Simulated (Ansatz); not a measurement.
Data:

Relaxed AlN (zinc blende):

```yaml
crystal:
  lattice:
    - [0.00000, 2.18491, 2.18491]
    - [2.18491, 0.00000, 2.18491]
    - [2.18491, 2.18491, 0.00000]
  atoms:
    - { symbol: N, position: [0.75000, 0.75000, 0.75000] }
    - { symbol: Al, position: [0.00000, 0.00000, 0.00000] }
```

Scan: atom 2 (Al, nearest neighbour N at 1.892 Å; its periodic images, 3.1 Å or more away, move with it) is displaced along Cartesian [110], direction (0.707, 0.707, 0.000) in Cartesian axes, by s. The other atoms stay.

Level of theory: r2SCAN (plane waves to 500 eV, PAW, scalar-relativistic; Ansatz, a quantum-chemistry and plane-wave program). k mesh 10×10×10 (Γ-centred), Fermi-Dirac smearing 0.05 eV. The energy includes the smearing's −TS. AlN was relaxed with its symmetry unable to fall. ΔE is measured from the undisplaced structure.

The scan covers s from -0.380 to 0.380 Å in 11 points.

### Question
Is the energy the same for equal positive and negative displacements?

### Answer
Even: the same for both signs. With its periodic images moving along, the atom's site symmetry in this cell is -43m.

### Question
What force acts on the atom along the line at s = -0.380 Å?

### Answer
6.98 eV/Å.

### Question
What is the force constant k = d²E/ds² of this move at s = 0?

### Answer
14.9 eV/Å².

(A displaced cell: forces are minus the slopes of the energy, force constants its curvatures, and phonons follow from these.)
